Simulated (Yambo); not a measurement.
Yambo input for NH4Br (space group P4/nmm, No. 129) (a = 5.7149 Å, b = 5.7149 Å, c = 4.1067 Å, α = 90.00°, β = 90.00°, γ = 90.00°), on PBEsol (Quantum ESPRESSO, PseudoDojo norm-conserving, 84 Ry, no spin-orbit coupling) wavefunctions on a 4×4×6 mesh:

```
optics
chi
dipoles
kernel
FFTGvecs= 40 Ry
Chimod= "HARTREE"
NGsBlkXd= 3 Ry
% QpntsRXd
 1 | 1 |
%
% BndsRnXd
 1 | 93 |
%
GrFnTpXd= "R"
% EnRngeXd
 0.0 | 20.0 | eV
%
% DmRngeXd
 0.2 | 0.2 | eV
%
CGrdSpXd= 50
ETStpsXd= 161
% LongDrXd
 0.0 | 0.0 | 1.0 |
%
```

First lines of the file o-*.eps_q1_inv_rpa_dyson:

```
Absorption @ Q(1):   0.00000000     0.00000000     1.00000000    [q->0 direction]
#
# [ X ] Hartree size     :   81
# [GEN] GF Energies     : Perdew, Burke & Ernzerhof SOL(X)+Perdew, Burke & Ernzerhof SOL(C)
# [GEN] Green`s Function     : Retarded
#
# [GEN] Gauge     : Length
# [GEN] [r,Vnl] included     : yes
#
#    E[1] [eV]     Im(eps)     Re(eps)     Im(eps_o)     Re(eps_o)
#
     0.000000     0.68556E-17     2.781528     0.68983E-17     3.240330
     0.125000     0.001202     2.781902     0.001607     3.240830
     0.250000     0.002408     2.783027     0.003221     3.242334
     0.375000     0.003624     2.784905     0.004847     3.244846
     0.500000     0.004855     2.787545     0.006491     3.248376
     0.625000     0.006105     2.790956     0.008161     3.252938
     0.750000     0.007379     2.795154     0.009864     3.258550
     0.875000     0.008684     2.800154     0.011606     3.265233
     1.000000     0.010026     2.805978     0.013395     3.273015
     1.125000     0.011411     2.812649     0.015241     3.281929
     1.250000     0.012847     2.820198     0.017153     3.292010
     1.375000     0.014341     2.828657     0.019140     3.303304
     1.500000     0.015904     2.838066     0.021215     3.315860
     1.625000     0.017545     2.848469     0.023391     3.329736
     1.750000     0.019277     2.859919     0.025683     3.344999
     1.875000     0.021114     2.872475     0.028109     3.361725
     2.000000     0.023072     2.886207     0.030687     3.380002
     2.125000     0.025171     2.901193     0.033443     3.399931
     2.250000     0.027434     2.917527     0.036405     3.421628
     2.375000     0.029891     2.935318     0.039608     3.445229
     2.500000     0.032577     2.954691     0.043094     3.470892
     2.625000     0.035538     2.975799     0.046916     3.498803
     2.750000     0.038833     2.998821     0.051143     3.529183
     2.875000     0.042540     3.023978     0.055864     3.562298
     3.000000     0.046765     3.051538     0.061201     3.598471
     3.125000     0.051660     3.081839     0.067321     3.638103
     3.250000     0.057446     3.115313     0.074471     3.681700
     3.375000     0.064464     3.152521     0.083027     3.729914
     3.500000     0.073281     3.194214     0.093600     3.783606
     3.625000     0.084895     3.241409     0.107269     3.843928
     3.750000     0.101244     3.295446     0.126103     3.912387
     3.875000     0.126465     3.357736     0.154502     3.990581
     4.000000     0.169975     3.427349     0.202438     4.077635
```
(The file goes on to the top of the energy range.) Convergence of the RPA response with its 4×4×6 mesh was not tested.

Geometry of the Materials Project entry, not relaxed at this level.

The distance between layers or molecules is the database entry's, not relaxed here. Functionals without dispersion can leave it too large, which widens gaps and weakens the response across layers: the numbers belong to this cell.
